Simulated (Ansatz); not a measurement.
Input and command of a plane-wave DFT calculation in Ansatz:

```yaml
crystal:
  lattice:
    - [0.0, 2.03, 2.1112]
    - [2.03, 0.0, 2.1112]
    - [2.03, 2.03, 0.0]
  atoms:
    - { symbol: Ti, position: [0.0, 0.0, 0.0] }
basis:
  ecutwfc: 420
kpoints:
  mp_grid: { grid: [20, 20, 20] }
hamiltonian:
  xc: pbesol
scf:
  occupations: { method: gaussian, width: 0.15 }
output:
  forces: true
  stress: true
  eigenvalues: true
```

```bash
ansatz run input.yaml --threads 1 --pin off --max-ram 2560MiB --backend cpu --events-out ev --progress --plain --runs-dir out
```

Processor: Arm Neoverse V1, 1 thread, on a host shared with other jobs.

Problem. Estimate time, memory and problem size.

Solution. About 7.5 s on 1 thread of Arm Neoverse V1, on a shared host, peak memory 0.39 GiB. It solves 10 bands at 641 k points (the mesh reduced by symmetry) with about 331 plane waves, in 6 SCF iterations.
